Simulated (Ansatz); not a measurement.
One crystal and one scan (frozen-phonon scan) at two levels, PBE (plane waves to 420 eV, PAW, scalar-relativistic; Ansatz, a quantum-chemistry and plane-wave program) and r2SCAN (plane waves to 500 eV, PAW, scalar-relativistic; Ansatz), each from its own relaxed cell and on its own mesh. The cell shown is that of PBE.

Starting cell, GaAs (zinc blende):

```xyz
4
Lattice="0.0000 5.7461 5.7461 2.8730 2.8730 5.7461 2.8730 2.8730 0.0000" Properties=species:S:1:pos:R:3 pbc="T T T"
As     4.3096     4.3096     4.3096
As     4.3096     7.1826     7.1826
Ga     0.0000     0.0000     0.0000
Ga     2.8730     5.7461     2.8730
```

The atoms are displaced by Q × the pattern below (from a DFPT mode at X = (0.5, 0.5, 0.0), largest move 1; Q in Å), at fixed cell. (q is in reciprocal vectors of the primitive cell; the cell shown is doubled to hold the pattern.)

| atom | x | y | z |
|---|---|---|---|
| Ga3 | 0.000 | 0.000 | 1.000 |
| Ga4 | 0.000 | 0.000 | -1.000 |

Atoms not listed stay in place.

GaAs was relaxed with its symmetry unable to fall. The PAW data are Ansatz's earlier set. Percentages come from the unrounded values. Both scans cover Q from -0.280 to 0.280 Å.

Results of PBE:

| Property | Result |
|---|---|
| Lattice constant a (Å) | 5.746 |
| Band gap of the relaxed cell, no spin-orbit coupling (eV) | 0.16 |
| Energy at Q = 0.280 Å (meV/cell) | 980 |
| Harmonic wavenumber from the curvature (finite differences) (cm⁻¹ (negative: imaginary)) | 223 |
| Space group of the distorted cell | P-4m2 (No. 115), lowered from F-43m |
| Symmetry of the curve | even: the same for both signs |
| Shape of the curve | a single well with its minimum at or next to zero displacement |

Problem. What does r2SCAN give for the same quantities?

Solution. 
| quantity | r2SCAN | PBE − r2SCAN |
|---|---|---|
| Lattice constant a (Å) | 5.666 | +0.080 (+1.4 %) |
| Band gap of the relaxed cell, no spin-orbit coupling (eV) | 0.97 | -0.81 (-83 %) |
| Energy at Q = 0.280 Å (meV/cell) | 1101 | -121 (-11 %) |
| Harmonic wavenumber from the curvature (finite differences) (cm⁻¹ (negative: imaginary)) | 237 | -14 (-6 %) |

PBE gives the higher value for: lattice constant a. PBE gives the lower value for: band gap of the relaxed cell, no spin-orbit coupling; energy at Q = 0.280 Å; harmonic wavenumber from the curvature. Both give the same space group of the distorted cell: P-4m2 (No. 115), lowered from F-43m. Neither level is exact: the differences show how much the result hangs on the functional.

(For displaced atoms, the force is minus the slope of the energy, and its curvature is a force constant, which sets phonon frequencies.)
